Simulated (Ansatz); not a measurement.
# CdSe, one structure, two calculations

Cell: an entry of the Crystallography Open Database (COD), its atoms then relaxed with PBE in this cell.

```
Cd Se
1.0
     4.30000    0.00000    0.00000
    -2.15000    3.72391    0.00000
     0.00000    0.00000    7.02000
Cd Se
2 2
Direct
  0.33333 0.66667 0.00486
  0.66667 0.33333 0.50486
  0.33333 0.66667 0.38014
  0.66667 0.33333 0.88014
```

Sites (sets of like atoms) are named by element and the number of their first atom in this list.

First run. All values are calculated (Ansatz; DFT, PBE, plane waves and PAW, scalar-relativistic, 420 eV cutoff, Γ-centred 8×8×4 k-points, Fermi–Dirac smearing 0.02 eV), not measured.

```
site  atom  V_zz (10²¹ V/m²)     η
  Cd     1             0.078  0.00
  Se     3              0.27  0.00
```

Second run. The same atoms and settings, except that the cutoff is 550 eV.

**Question.** What does the second run give?

**Answer.** 

```tsv
site	atom	V_zz	η	change of V_zz
Cd	1	0.075	0.00	0.00
Se	3	0.27	0.00	0.00
```

No V_zz moves by more than 0.01.

Without spin–orbit coupling (the program notes it for Cd) the gradients can shift somewhat, as the gap is small. With a gap of 0.7 eV on this mesh, small gradients can still move by 0.1 × 10²¹ V/m² or more as the k-mesh gets denser.
